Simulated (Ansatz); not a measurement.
**Structure search: one SiC2 candidate**

All numbers below come from DFT PBE, scalar-relativistic, plane waves, PAW in Ansatz. Cutoff 420 eV, Gaussian smearing, Γ-centred meshes. Cell and atoms relax first on a coarse mesh and then on a finer one. In between, the cell is made exact in the group found at 0.06 Å. In metals the finer mesh still leaves noise of several meV/atom or more. The steps can't lower the symmetry of their start. No spin polarisation in the relaxation; trial moments died out in a coarse test.

The cell of SiC2 is invented: 4-, 6-connected net, elements by coordination (R-3m, No. 166). The dimensions are guesses.

```
Si C
1.0
     1.38781    0.80125    3.55913
    -1.38781    0.80125    3.55913
     0.00000   -1.60251    3.55913
Si C
1 2
Direct
  0.00000 0.00000 0.00000
  0.41606 0.41606 0.41606
  0.58394 0.58394 0.58394
```

Energies over the elements count from the elements' standard structures at the same level, with no fitted energy shifts.

Q: What does it relax into?

A: The symmetry stays R-3m (No. 166). The volume per atom grows by 13.0 %, from 7.9 to 8.9 Å³. The shortest distance goes from 1.79 Å (C–C) to 1.35 Å (C–C). The energy falls by about 1.1 eV/atom (the start's value is from the coarse mesh). Conventional cell: a = 2.924 Å, c = 10.877 Å. Around Si lie 6 C at 2.04 Å; around C lie 1 C at 1.35 Å and 3 Si at 2.04 Å.

```cif
data_structure
_symmetry_space_group_name_H-M 'P 1'
_symmetry_Int_Tables_number 1
_cell_length_a 3.9994
_cell_length_b 3.9994
_cell_length_c 3.9994
_cell_angle_alpha 42.880
_cell_angle_beta 42.880
_cell_angle_gamma 42.880
_cell_volume 26.84
loop_
_atom_site_label
_atom_site_type_symbol
_atom_site_fract_x
_atom_site_fract_y
_atom_site_fract_z
_atom_site_occupancy
Si1 Si 0.00000 0.00000 0.00000 1
C1 C 0.43799 0.43799 0.43799 1
C2 C 0.56201 0.56201 0.56201 1
```

Q: How does it come out in energy, and is it a metal?

A:

* Formation energy: +0.60 eV/atom
* Gap on the 18×18×18 mesh of the 3-atom cell: 0 eV (a metal)

A positive value: parting into the elements would lower its energy.

The last run used Gaussian smearing of 0.10 eV. The reference form of C is held partly by dispersion forces, which this level lacks. Symmetry constrained the relaxation, so the result can be a saddle point. In all, the 3 runs took 2.5 min on 1 thread of Intel(R) Xeon(R) Processor @ 2.70GHz, with other jobs on the host.
